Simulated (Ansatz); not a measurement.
Method: r2SCAN, no spin polarisation; PAW, plane waves to 500 eV, 11×11×11 Γ-centred mesh, fermi-dirac occupations (width 0.0817 eV) (Ansatz 0.2.0), atoms fixed.

Computed maps in the lattice plane spanned by a (left to right, 3.15 Å, 10 points from zero) and b (bottom to top, 3.15 Å, 10 points from zero), 90° apart, at height 0.500 along c. The fields are smooth PAW ones with compensation charges, not the true ones near nuclei.

Valence density. Digits on a logarithmic scale: 0 up to 0.03 e/Å³, each further digit a factor of 1.6, 9 from 1.3 e/Å³ up:
```
7999976666
8999986666
8999986666
7999976666
7788777887
7666679999
8666689999
8666689999
7666679999
7788777887
```

The cell is Co2B2H. Which atoms lie within 0.2 Å of this plane, and where (fractions of a and b)?

Co at (0.75, 0.25), Co at (0.25, 0.75). The whole cell:
```
B Co H
1.0
     0.00000    3.15249    0.00000
     3.15249    0.00000    0.00000
     1.57624    1.57624   -4.28497
B Co H
2 2 1
Direct
  0.37500 0.37500 0.25000
  0.62500 0.62500 0.75000
  0.75000 0.25000 0.50000
  0.25000 0.75000 0.50000
  0.00000 0.00000 0.00000
```

Origin: a known structure type with other elements, at an estimated volume, so it need not be a known compound. Caveats: no spin polarisation, so a magnetic state may lie lower; atoms or cell far from equilibrium.
